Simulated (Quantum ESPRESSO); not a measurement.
Al3MgSAs3, input and log of a self-consistent run

A calculation, not a measurement. The program is pw.x of Quantum ESPRESSO 7.5 (plane-wave density functional theory). The cell is made up: 8 atoms on a zincblende/diamond lattice, with randomly drawn elements, strain and displacements, not relaxed. PseudoDojo standard norm-conserving files (v0.5 for PBE, v0.4.1 for LDA and PBEsol) set the functional; there is no spin polarisation, spin-orbit coupling or dispersion term, and the masses in the input are unused placeholders.

Input:

```
&control calculation='scf', pseudo_dir='./dojo.nc.sr.pbe.v0_5.standard.upf', outdir='./o', disk_io='low', tprnfor=.true., tstress=.true. /
&system ibrav=0, nat=8, ntyp=4, nbnd=41, ecutwfc=105.61755193, nosym=.true., tot_charge=0,
 occupations='smearing', smearing='fd', degauss=0.0018374661
/
&electrons conv_thr=7.350e-09, electron_maxstep=60, /
ATOMIC_SPECIES
Al 1.0 Al.upf
As 1.0 As.upf
Mg 1.0 Mg.upf
S 1.0 S.upf
CELL_PARAMETERS angstrom
5.7079 0.0022 -0.0038
0.0022 5.6268 -0.0616
-0.0038 -0.0616 5.7413
ATOMIC_POSITIONS angstrom
Al -0.0026 0.002 -0.063
Al 0.0477 2.8001 2.8601
Al 2.8311 -0.0516 2.8732
Mg 2.8537 2.8308 -0.054
S 1.4013 1.3857 1.445
As 1.3882 4.2097 4.2536
As 4.2764 1.3705 4.2834
As 4.3163 4.2416 1.3593
K_POINTS automatic
6 6 6 1 1 1
```

The log is shortened where brackets say so; the opening notice, blank lines, dates and the lines on written files are dropped, and the path of the files is cut. It prints rydbergs, bohrs and kilobars, and counts compression as positive stress. With no partly filled state, the Fermi energy that it prints is only some level between the filled and the empty states on the mesh, and need not lie in the true gap.

```
     Program PWSCF v.7.5
     Parallel version (MPI & OpenMP), running on       4 processor cores
     Number of MPI processes:                 4
     Threads/MPI process:                     1
     [start-up lines left out]
     bravais-lattice index     =            0
     lattice parameter (alat)  =      10.7864  a.u.
     unit-cell volume          =    1244.2092 (a.u.)^3
     number of atoms/cell      =            8
     number of atomic types    =            4
     number of electrons       =        70.00
     number of Kohn-Sham states=           41
     kinetic-energy cutoff     =     105.6176  Ry
     charge density cutoff     =     422.4702  Ry
     scf convergence threshold =      7.3E-09
     mixing beta               =       0.7000
     number of iterations used =            8  plain     mixing
     Exchange-correlation= PBE
                           (   1   4   3   4   0   0   0)
     [axes and pseudopotential details left out]
   Cartesian axes
     site n.     atom                  positions (alat units)
         1        Al     tau(   1) = (  -0.0004555   0.0003504  -0.0110373  )
         2        Al     tau(   2) = (   0.0083568   0.4905656   0.5010773  )
         3        Al     tau(   3) = (   0.4959966  -0.0090401   0.5033724  )
         4        Mg     tau(   4) = (   0.4999561   0.4959441  -0.0094606  )
         5        S      tau(   5) = (   0.2455018   0.2427687   0.2531578  )
         6        As     tau(   6) = (   0.2432067   0.7375215   0.7452126  )
         7        As     tau(   7) = (   0.7492070   0.2401057   0.7504334  )
         8        As     tau(   8) = (   0.7561973   0.7431102   0.2381436  )
     number of k points=   108  Fermi-Dirac smearing, width (Ry)=  0.0018
     Number of k-points >= 100: set verbosity='high' to print them.
     Dense  grid:   182489 G-vectors     FFT dimensions: (  72,  72,  72)
     Estimated max dynamical RAM per process >     628.40 MB
     Estimated total dynamical RAM >       2.32 GB
     Initial potential from superposition of free atoms
     starting charge      69.9911, renormalised to      70.0000
     Starting wfcs are   48 randomized atomic wfcs
     total cpu time spent up to now is       11.2 secs
     per-process dynamical memory:   530.0 Mb
     Self-consistent Calculation
     iteration #  1     ecut=   105.62 Ry     beta= 0.70
     Davidson diagonalization with overlap
     ethr =  1.00E-02,  avg # of iterations =  4.1
     Threshold (ethr) on eigenvalues was too large:
     Diagonalizing with lowered threshold
     Davidson diagonalization with overlap
     ethr =  4.95E-04,  avg # of iterations =  2.3
     total cpu time spent up to now is       61.7 secs
     total energy              =    -791.36620781 Ry
     estimated scf accuracy    <       0.34292436 Ry
     iteration #  2     ecut=   105.62 Ry     beta= 0.70
     Davidson diagonalization with overlap
     ethr =  4.90E-04,  avg # of iterations =  4.9
     total cpu time spent up to now is       88.2 secs
     total energy              =    -791.43570442 Ry
     estimated scf accuracy    <       0.05298201 Ry
     iteration #  3     ecut=   105.62 Ry     beta= 0.70
     Davidson diagonalization with overlap
     ethr =  7.57E-05,  avg # of iterations =  6.4
     total cpu time spent up to now is      115.7 secs
     total energy              =    -791.44657038 Ry
     estimated scf accuracy    <       0.00332561 Ry
     iteration #  4     ecut=   105.62 Ry     beta= 0.70
     Davidson diagonalization with overlap
     ethr =  4.75E-06,  avg # of iterations =  7.2
     total cpu time spent up to now is      145.4 secs
     total energy              =    -791.44719291 Ry
     estimated scf accuracy    <       0.00151278 Ry
     iteration #  5     ecut=   105.62 Ry     beta= 0.70
     Davidson diagonalization with overlap
     ethr =  2.16E-06,  avg # of iterations =  2.9
     total cpu time spent up to now is      169.1 secs
     total energy              =    -791.44748077 Ry
     estimated scf accuracy    <       0.00005869 Ry
     iteration #  6     ecut=   105.62 Ry     beta= 0.70
     Davidson diagonalization with overlap
     ethr =  8.38E-08,  avg # of iterations =  3.0
     total cpu time spent up to now is      192.4 secs
     total energy              =    -791.44749582 Ry
     estimated scf accuracy    <       0.00001286 Ry
     iteration #  7     ecut=   105.62 Ry     beta= 0.70
     Davidson diagonalization with overlap
     ethr =  1.84E-08,  avg # of iterations =  2.1
     total cpu time spent up to now is      214.3 secs
     total energy              =    -791.44749875 Ry
     estimated scf accuracy    <       0.00000160 Ry
     iteration #  8     ecut=   105.62 Ry     beta= 0.70
     Davidson diagonalization with overlap
     ethr =  2.29E-09,  avg # of iterations =  2.0
     total cpu time spent up to now is      236.9 secs
     total energy              =    -791.44749900 Ry
     estimated scf accuracy    <       0.00000015 Ry
     iteration #  9     ecut=   105.62 Ry     beta= 0.70
     Davidson diagonalization with overlap
     ethr =  2.09E-10,  avg # of iterations =  3.7
     total cpu time spent up to now is      261.0 secs
     total energy              =    -791.44749905 Ry
     estimated scf accuracy    <       0.00000001 Ry
     iteration # 10     ecut=   105.62 Ry     beta= 0.70
     Davidson diagonalization with overlap
     ethr =  1.79E-11,  avg # of iterations =  2.5
     total cpu time spent up to now is      284.8 secs
     End of self-consistent calculation
     Number of k-points >= 100: set verbosity='high' to print the bands.
     the Fermi energy is     6.5737 ev
!    total energy              =    -791.44749905 Ry
     estimated scf accuracy    <          4.5E-09 Ry
     smearing contrib. (-TS)   =      -0.00000000 Ry
     internal energy E=F+TS    =    -791.44749905 Ry
     The total energy is F=E-TS. E is the sum of the following terms:
     one-electron contribution =    -538.76367091 Ry
     hartree contribution      =     291.26991400 Ry
     xc contribution           =    -171.27788230 Ry
     ewald contribution        =    -372.67585984 Ry
     convergence has been achieved in  10 iterations
     Forces acting on atoms (cartesian axes, Ry/au):
     atom    1 type  1   force =    -0.02040270    0.01215496    0.02026892
     atom    2 type  1   force =    -0.03327654   -0.00619418   -0.01317393
     atom    3 type  1   force =     0.01114647    0.00414052   -0.00355293
     atom    4 type  3   force =    -0.01475026   -0.00305180    0.01555164
     atom    5 type  4   force =    -0.00342858   -0.01090710    0.00598005
     atom    6 type  2   force =     0.02021050    0.00586678   -0.01603033
     atom    7 type  2   force =     0.02267931   -0.00787354   -0.02782106
     atom    8 type  2   force =     0.01782179    0.00586437    0.01877763
     Total force =     0.076408     Total SCF correction =     0.000175
     Computing stress (Cartesian axis) and pressure
          total   stress  (Ry/bohr**3)                   (kbar)     P=       14.51
   0.00008995  -0.00003466   0.00000238           13.23       -5.10        0.35
  -0.00003466   0.00013661   0.00014552           -5.10       20.10       21.41
   0.00000238   0.00014552   0.00006926            0.35       21.41       10.19
     init_run     :     10.12s CPU     10.67s WALL (       1 calls)
     electrons    :    271.16s CPU    273.69s WALL (       1 calls)
     forces       :      3.85s CPU      3.89s WALL (       1 calls)
     stress       :     13.79s CPU     13.80s WALL (       1 calls)
     [timing details left out]
     PWSCF        :   4m59.61s CPU   5m 2.83s WALL
     JOB DONE.
```

In other units: free energy -10768.192 eV for the cell, pressure 1.45 GPa, largest force component 0.856 eV/Å. This run is the check on a run of the same cell at 1143 eV and a 4 x 4 x 4 mesh: rerunning at 1437 eV and a 6 x 6 x 6 mesh moved values by no more than 0.006 eV in energy, 0.02 GPa in stress and 0.004 eV/Å in force.